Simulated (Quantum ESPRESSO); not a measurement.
# Ti2InIrMo3W: one run as intended and one with a planted mistake

Computed values, not a measurement. The program is pw.x of Quantum ESPRESSO 7.5 (plane-wave density functional theory). The cell is made up: eight metal atoms on a hexagonal close-packed lattice, with elements, volume, strain and displacements drawn at random and not relaxed, so it may be unstable or far from any real phase. PseudoDojo standard norm-conserving files set the functional (PBE unless stated); there is no spin polarisation or spin-orbit coupling, the Fermi-Dirac width of 0.25 eV means electrons at about 2900 K, and the masses in the input are unused placeholders. Heavy elements are run without spin-orbit coupling, which real alloys of them have. A spin test at this wide smearing found no moment, but such smearing suppresses magnetism that the real alloy may have.

Intended input:

```
&control calculation='scf', pseudo_dir='./dojo.nc.sr.pbe.v0_5.standard.upf', outdir='./o', disk_io='minimal', tprnfor=.true., tstress=.true. /
&system ibrav=0, nat=8, ntyp=5, nbnd=73, ecutwfc=84.00895049, nosym=.true., tot_charge=0,
 occupations='smearing', smearing='fd', degauss=0.0183746611
/
&electrons conv_thr=1.470e-08, electron_maxstep=70, mixing_beta=0.5 /
ATOMIC_SPECIES
In 1.0 In.upf
Ir 1.0 Ir.upf
Mo 1.0 Mo.upf
Ti 1.0 Ti.upf
W 1.0 W.upf
CELL_PARAMETERS angstrom
0.0088 0.0456 -4.594
0.0608 5.0747 -0.0497
5.7918 0.0702 -0.0111
ATOMIC_POSITIONS angstrom
Ti -0.0271 0.0005 -0.0219
In 2.8807 -0.0145 -0.0052
Ir 1.4531 2.5937 -0.0903
Mo 4.4793 2.5793 -0.0667
Mo -0.058 1.7504 -2.3435
W 2.9351 1.7429 -2.289
Mo 1.49 4.2831 -2.3296
Ti 4.5785 4.3554 -2.2975
K_POINTS automatic
5 5 4 1 1 1
```

The log is shortened where brackets say so; the opening notice, blank lines, dates and the lines on written files are dropped, and the path of the files is cut. It prints rydbergs, bohrs and kilobars, and counts compression as positive stress. Its total energy is the free energy E - TS of the whole cell.

Log of the intended run:

```
     Program PWSCF v.7.5
     Parallel version (MPI & OpenMP), running on       4 processor cores
     Number of MPI processes:                 4
     Threads/MPI process:                     1
     [start-up lines left out]
     bravais-lattice index     =            0
     lattice parameter (alat)  =       8.6818  a.u.
     unit-cell volume          =     910.9716 (a.u.)^3
     number of atoms/cell      =            8
     number of atomic types    =            5
     number of electrons       =       110.00
     number of Kohn-Sham states=           73
     kinetic-energy cutoff     =      84.0090  Ry
     charge density cutoff     =     336.0358  Ry
     scf convergence threshold =      1.5E-08
     mixing beta               =       0.5000
     number of iterations used =            8  plain     mixing
     Exchange-correlation= PBE
                           (   1   4   3   4   0   0   0)
     [axes and pseudopotential details left out]
   Cartesian axes
     site n.     atom                  positions (alat units)
         1        Ti     tau(   1) = (  -0.0058987   0.0001088  -0.0047668  )
         2        In     tau(   2) = (   0.6270250  -0.0031561  -0.0011319  )
         3        Ir     tau(   3) = (   0.3162877   0.5645554  -0.0196551  )
         4        Mo     tau(   4) = (   0.9749828   0.5614210  -0.0145182  )
         5        Mo     tau(   5) = (  -0.0126245   0.3809993  -0.5100958  )
         6        W      tau(   6) = (   0.6388659   0.3793668  -0.4982331  )
         7        Mo     tau(   7) = (   0.3243195   0.9322771  -0.5070703  )
         8        Ti     tau(   8) = (   0.9965751   0.9480143  -0.5000833  )
     number of k points=    50  Fermi-Dirac smearing, width (Ry)=  0.0184
                       cart. coord. in units 2pi/alat
        k(    1) = (   0.0978929   0.0883903  -0.0989402), wk =   0.0400000
        k(    2) = (   0.2962301   0.0860175  -0.0985839), wk =   0.0400000
     [further k points left out]
     Dense  grid:    94725 G-vectors     FFT dimensions: (  54,  60,  64)
     Estimated max dynamical RAM per process >     352.59 MB
     Estimated total dynamical RAM >       1.31 GB
     Initial potential from superposition of free atoms
     starting charge     109.9880, renormalised to     110.0000
     Starting wfcs are   79 randomized atomic wfcs
     total cpu time spent up to now is        4.2 secs
     per-process dynamical memory:   273.5 Mb
     Self-consistent Calculation
     iteration #  1     ecut=    84.01 Ry     beta= 0.50
     Davidson diagonalization with overlap
     ethr =  1.00E-02,  avg # of iterations =  2.6
     total cpu time spent up to now is       12.7 secs
     total energy              =   -1172.36880442 Ry
     estimated scf accuracy    <       2.85152841 Ry
     iteration #  2     ecut=    84.01 Ry     beta= 0.50
     Davidson diagonalization with overlap
     ethr =  2.59E-03,  avg # of iterations =  5.3
     total cpu time spent up to now is       23.0 secs
     total energy              =   -1172.81785293 Ry
     estimated scf accuracy    <      16.20880083 Ry
     [iterations 3 to 19 left out]
     iteration # 20     ecut=    84.01 Ry     beta= 0.50
     Davidson diagonalization with overlap
     ethr =  3.49E-11,  avg # of iterations =  1.9
     total cpu time spent up to now is      170.1 secs
     total energy              =   -1173.97766087 Ry
     estimated scf accuracy    <       0.00000002 Ry
     iteration # 21     ecut=    84.01 Ry     beta= 0.50
     Davidson diagonalization with overlap
     ethr =  2.17E-11,  avg # of iterations =  1.0
     total cpu time spent up to now is      177.0 secs
     End of self-consistent calculation
     [lines on levels left out]
!    total energy              =   -1173.97766087 Ry
     estimated scf accuracy    <          5.9E-10 Ry
     smearing contrib. (-TS)   =      -0.14537230 Ry
     internal energy E=F+TS    =   -1173.83228858 Ry
     The total energy is F=E-TS. E is the sum of the following terms:
     one-electron contribution =    -239.18488066 Ry
     hartree contribution      =     182.58683018 Ry
     xc contribution           =    -213.63180571 Ry
     ewald contribution        =    -903.60243239 Ry
     convergence has been achieved in  21 iterations
     Forces acting on atoms (cartesian axes, Ry/au):
     atom    1 type  4   force =     0.03777171   -0.00583612    0.01576570
     atom    2 type  1   force =    -0.00204680    0.01096996    0.01559561
     atom    3 type  2   force =     0.00896183    0.00597441    0.01805660
     atom    4 type  3   force =    -0.02287851   -0.00300052    0.00780150
     atom    5 type  3   force =     0.02339501    0.00847801   -0.00492823
     atom    6 type  5   force =    -0.02063870    0.02186876   -0.01164480
     atom    7 type  3   force =    -0.00198947   -0.03008466   -0.01761309
     atom    8 type  4   force =    -0.02257508   -0.00836984   -0.02303329
     Total force =     0.084411     Total SCF correction =     0.000053
     Computing stress (Cartesian axis) and pressure
          total   stress  (Ry/bohr**3)                   (kbar)     P=      -28.56
  -0.00033737  -0.00000322   0.00001248          -49.63       -0.47        1.84
  -0.00000322  -0.00041198   0.00004672           -0.47      -60.60        6.87
   0.00001248   0.00004672   0.00016681            1.84        6.87       24.54
     init_run     :      3.98s CPU      4.12s WALL (       1 calls)
     electrons    :    168.90s CPU    172.84s WALL (       1 calls)
     forces       :      1.53s CPU      1.55s WALL (       1 calls)
     stress       :      5.35s CPU      5.35s WALL (       1 calls)
     [timing details left out]
     PWSCF        :   2m59.85s CPU   3m 4.01s WALL
     JOB DONE.
```

A second run has one planted mistake: one atom is of a wrong element. The input lines that differ:

```
- In 1.0 In.upf
+ Zr 1.0 Zr.upf
- In 2.8807 -0.0145 -0.0052
+ Zr 2.8807 -0.0145 -0.0052
```

Its log:

```
     Program PWSCF v.7.5
     Parallel version (MPI & OpenMP), running on       4 processor cores
     Number of MPI processes:                 4
     Threads/MPI process:                     1
     [start-up lines left out]
     bravais-lattice index     =            0
     lattice parameter (alat)  =       8.6818  a.u.
     unit-cell volume          =     910.9716 (a.u.)^3
     number of atoms/cell      =            8
     number of atomic types    =            5
     number of electrons       =       109.00
     number of Kohn-Sham states=           73
     kinetic-energy cutoff     =      84.0090  Ry
     charge density cutoff     =     336.0358  Ry
     scf convergence threshold =      1.5E-08
     mixing beta               =       0.5000
     number of iterations used =            8  plain     mixing
     Exchange-correlation= PBE
                           (   1   4   3   4   0   0   0)
     [axes and pseudopotential details left out]
   Cartesian axes
     site n.     atom                  positions (alat units)
         1        Ti     tau(   1) = (  -0.0058987   0.0001088  -0.0047668  )
         2        Zr     tau(   2) = (   0.6270250  -0.0031561  -0.0011319  )
         3        Ir     tau(   3) = (   0.3162877   0.5645554  -0.0196551  )
         4        Mo     tau(   4) = (   0.9749828   0.5614210  -0.0145182  )
         5        Mo     tau(   5) = (  -0.0126245   0.3809993  -0.5100958  )
         6        W      tau(   6) = (   0.6388659   0.3793668  -0.4982331  )
         7        Mo     tau(   7) = (   0.3243195   0.9322771  -0.5070703  )
         8        Ti     tau(   8) = (   0.9965751   0.9480143  -0.5000833  )
     number of k points=    50  Fermi-Dirac smearing, width (Ry)=  0.0184
                       cart. coord. in units 2pi/alat
        k(    1) = (   0.0978929   0.0883903  -0.0989402), wk =   0.0400000
        k(    2) = (   0.2962301   0.0860175  -0.0985839), wk =   0.0400000
     [further k points left out]
     Dense  grid:    94725 G-vectors     FFT dimensions: (  54,  60,  64)
     Estimated max dynamical RAM per process >     352.59 MB
     Estimated total dynamical RAM >       1.31 GB
     Initial potential from superposition of free atoms
     starting charge     108.9895, renormalised to     109.0000
     Starting wfcs are   80 randomized atomic wfcs
     total cpu time spent up to now is        4.8 secs
     per-process dynamical memory:   273.4 Mb
     Self-consistent Calculation
     iteration #  1     ecut=    84.01 Ry     beta= 0.50
     Davidson diagonalization with overlap
     ethr =  1.00E-02,  avg # of iterations =  2.6
     total cpu time spent up to now is       14.6 secs
     total energy              =   -1140.51925754 Ry
     estimated scf accuracy    <       3.13415890 Ry
     iteration #  2     ecut=    84.01 Ry     beta= 0.50
     Davidson diagonalization with overlap
     ethr =  2.88E-03,  avg # of iterations =  6.4
     total cpu time spent up to now is       27.8 secs
     total energy              =   -1140.40428180 Ry
     estimated scf accuracy    <      24.64736998 Ry
     [iterations 3 to 20 left out]
     iteration # 21     ecut=    84.01 Ry     beta= 0.50
     Davidson diagonalization with overlap
     ethr =  1.79E-09,  avg # of iterations =  1.0
     total cpu time spent up to now is      199.4 secs
     total energy              =   -1142.32445742 Ry
     estimated scf accuracy    <       0.00000006 Ry
     iteration # 22     ecut=    84.01 Ry     beta= 0.50
     Davidson diagonalization with overlap
     ethr =  5.33E-11,  avg # of iterations =  5.2
     total cpu time spent up to now is      210.0 secs
     End of self-consistent calculation
     [lines on levels left out]
!    total energy              =   -1142.32445743 Ry
     estimated scf accuracy    <          6.5E-09 Ry
     smearing contrib. (-TS)   =      -0.16207982 Ry
     internal energy E=F+TS    =   -1142.16237761 Ry
     The total energy is F=E-TS. E is the sum of the following terms:
     one-electron contribution =    -235.24084101 Ry
     hartree contribution      =     174.27498356 Ry
     xc contribution           =    -193.66691933 Ry
     ewald contribution        =    -887.52960082 Ry
     convergence has been achieved in  22 iterations
     Forces acting on atoms (cartesian axes, Ry/au):
     atom    1 type  3   force =     0.03407548   -0.00675554    0.01323900
     atom    2 type  5   force =    -0.02621819   -0.00588158    0.01709492
     atom    3 type  1   force =     0.01045673   -0.00782800    0.01659041
     atom    4 type  2   force =    -0.01600706    0.00839948    0.00963299
     atom    5 type  2   force =     0.02375521   -0.00228086   -0.00909504
     atom    6 type  4   force =    -0.01117224    0.03703153   -0.01076046
     atom    7 type  2   force =     0.00017101   -0.01249683   -0.01377640
     atom    8 type  3   force =    -0.01506093   -0.01018821   -0.02292543
     Total force =     0.082025     Total SCF correction =     0.000259
     Computing stress (Cartesian axis) and pressure
          total   stress  (Ry/bohr**3)                   (kbar)     P=       -3.86
  -0.00013513   0.00002090  -0.00001256          -19.88        3.07       -1.85
   0.00002090  -0.00023451  -0.00002999            3.07      -34.50       -4.41
  -0.00001256  -0.00002999   0.00029098           -1.85       -4.41       42.80
     init_run     :      4.45s CPU      4.62s WALL (       1 calls)
     electrons    :    200.64s CPU    205.16s WALL (       1 calls)
     forces       :      1.69s CPU      1.71s WALL (       1 calls)
     stress       :      5.82s CPU      5.84s WALL (       1 calls)
     [timing details left out]
     PWSCF        :   3m32.83s CPU   3m37.58s WALL
     JOB DONE.
```

```
                                            intended run  run with the mistake
                          free energy (eV)    -15972.780            -15542.116
         entropy term -TS, part of it (eV)        -1.978                -2.205
                            pressure (GPa)         -2.86                 -0.39
size of the largest force component (eV/Å)         0.971                 0.952
largest change of a force component (eV/Å)                               0.621
                                iterations            21                    22
```

For scale, a rerun of the intended cell at a higher cutoff and on a denser mesh moved values by no more than 0.002 eV in energy, 0.02 GPa in stress and 0.007 eV/Å in force, and a second program with other atomic files agreed on that cell to 2 % rms in force and 0.5 GPa in pressure. Files of another functional or element have another zero of energy, so the energy change says nothing on stability.